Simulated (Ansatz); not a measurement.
With DFT-PBE+D3(BJ) in the program Ansatz with PAW potentials, Sn in the β-Sn type structure (I4_1/amd) relaxes to a = 5.879 Å, c = 3.149 Å.

Electronic character: metallic (no gap).

The PBE+D3(BJ) relaxation kept the symmetry of its start. The pairwise dispersion correction was not fitted to metals. Axis ratios of metals converge slowly with the k-mesh, so a and c are less sure than the volume. Spin–orbit coupling is left out wherever it is not named.

Potentials: the later of the program's two PAW sets.
